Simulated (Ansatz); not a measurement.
Nb2GaC:
```
CELL_PARAMETERS angstrom
      3.11874     0.00000     0.00000
     -1.55937     2.70091     0.00000
      0.00000     0.00000    13.47317
ATOMIC_POSITIONS crystal
  Nb 0.66667 0.33333 0.91033
  Nb 0.33333 0.66667 0.08967
  Nb 0.33333 0.66667 0.41033
  Nb 0.66667 0.33333 0.58967
  Ga 0.66667 0.33333 0.25000
  Ga 0.33333 0.66667 0.75000
  C  0.00000 0.00000 0.00000
  C  0.00000 0.00000 0.50000
```

Relaxed with PBEsol. Special points in fractions of this cell's reciprocal vectors: Γ (0.000, 0.000, 0.000); M (0.500, 0.000, 0.000); K (0.333, 0.333, 0.000); A (0.000, 0.000, 0.500); L (0.500, 0.000, 0.500); H (0.333, 0.333, 0.500).

**Question.** List the band energies nearest the Fermi level at these points for DFT-PBEsol with spin–orbit coupling in the program Ansatz with PAW potentials.

**Answer.** In eV from the Fermi level; about four levels below and three above (degenerate sets whole), none deeper than 8.9 eV; points with the same levels are listed once.

| k | below | above |
|---|---|---|
| Γ | -0.47 -0.47 -0.44 -0.44 | 0.85 0.85 0.90 0.90 |
| M | -1.58 -1.58 -1.47 -1.47 | 1.22 1.22 1.64 1.64 |
| K | -1.34 -1.34 0.00 0.00 | 0.64 0.64 0.72 0.72 |
| A | -0.46 -0.46 -0.46 -0.46 | 0.95 0.95 0.95 0.95 |
| L | -1.53 -1.53 -1.53 -1.53 | 1.54 1.54 1.54 1.54 |
| H | -0.73 -0.73 -0.68 -0.68 | 0.56 0.56 0.63 0.63 |

Space group P6_3/mmc. The workflow started from a Materials Project entry (that database holds measured and hypothetical structures alike); the Crystallography Open Database copy checked does not list it. Its standing as an ambient phase is unchecked. The cell was relaxed with PBEsol under the symmetry of its start; of distortions, only those at the zone centre were tested. No spin polarisation was allowed.

Potentials: the later of the program's two PAW sets.
